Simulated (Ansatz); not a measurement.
Ti₃Al:
```cif
data_Al2Ti6
_chemical_formula_sum 'Ti6 Al2'
_space_group_name_H-M_alt 'P 1'
_space_group_IT_number 1
_cell_length_a 5.74749
_cell_length_b 5.74749
_cell_length_c 4.63014
_cell_angle_alpha 90.000
_cell_angle_beta 90.000
_cell_angle_gamma 120.000
loop_
_space_group_symop_operation_xyz
  'x, y, z'
loop_
_atom_site_label
_atom_site_type_symbol
_atom_site_fract_x
_atom_site_fract_y
_atom_site_fract_z
_atom_site_occupancy
Ti1 Ti 0.82983 0.65967 0.25000 1
Ti2 Ti 0.17017 0.82983 0.75000 1
Ti3 Ti 0.34033 0.17017 0.25000 1
Ti4 Ti 0.17017 0.34033 0.75000 1
Ti5 Ti 0.82983 0.17017 0.25000 1
Ti6 Ti 0.65967 0.82983 0.75000 1
Al1 Al 0.33333 0.66667 0.25000 1
Al2 Al 0.66667 0.33333 0.75000 1
```

Relaxed with r²SCAN.

Question: Tabulate the valence density and the electron localisation function along the shortest Ti–Al contact (2.83 Å), r²SCAN in the plane-wave PAW code Ansatz.

Answer: 

| distance from Ti (Å) | density (e/Å³) | ELF |
|---|---|---|
| 0.28 | 8.93 | 0.24 |
| 0.42 | 6.79 | 0.54 |
| 0.57 | 4.09 | 0.63 |
| 0.71 | 1.89 | 0.53 |
| 0.85 | 0.74 | 0.27 |
| 0.99 | 0.35 | 0.10 |
| 1.13 | 0.24 | 0.09 |
| 1.27 | 0.21 | 0.18 |
| 1.41 | 0.21 | 0.36 |
| 1.56 | 0.22 | 0.51 |
| 1.70 | 0.23 | 0.59 |
| 1.84 | 0.23 | 0.58 |
| 1.98 | 0.22 | 0.48 |
| 2.12 | 0.17 | 0.26 |
| 2.26 | 0.12 | 0.06 |
| 2.40 | 0.08 | 0.02 |
| 2.55 | 0.07 | 0.07 |

The density is the valence pseudo-density with augmentation charge, so density and ELF within about 1 Å of a nucleus are not all-electron values.

Space group P6_3/mmc. Symmetry was held in the r²SCAN relaxation. The run is not spin-polarised.

Potentials: the later of the program's two PAW sets.
